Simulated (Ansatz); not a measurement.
CaAu5 in space group F-43m (No. 216; Au on 4c, Ca on 4a, Au on 16e) at seven volumes, DFT-r²SCAN in the program Ansatz with PAW potentials, shape and atoms relaxed at each. One row is withheld.

| V (Å³/atom) | P (GPa) |
|---|---|
| 17.957 | 13.82 |
| 18.549 | ? |
| 19.141 | 3.75 |
| 19.733 | 0.00 |
| 20.325 | -3.08 |
| 20.917 | -5.59 |
| 21.509 | -7.64 |

Fit the shown pressures and predict the withheld one.

Third-order Birch–Murnaghan: P = (3/2)B₀(x^(7/2) − x^(5/2))[1 + (3/4)(B′ − 4)(x − 1)] with x = (V₀/V)^(2/3). Least squares on the six rows gives V₀ = 19.733 Å³/atom, B₀ = 112.8 GPa, B′ = 5.56. At V = 18.549, x = 1.0421 and P = 8.29 GPa. The run itself gave 8.30 GPa.

The workflow started from an entry of the Crystallography Open Database (COD). Its standing as an ambient phase is unchecked. The cell was relaxed with r²SCAN under the symmetry of its start; its stability against distortions is not shown here. Spin–orbit coupling is left out wherever it is not named.

Potentials: the later of the program's two PAW sets.
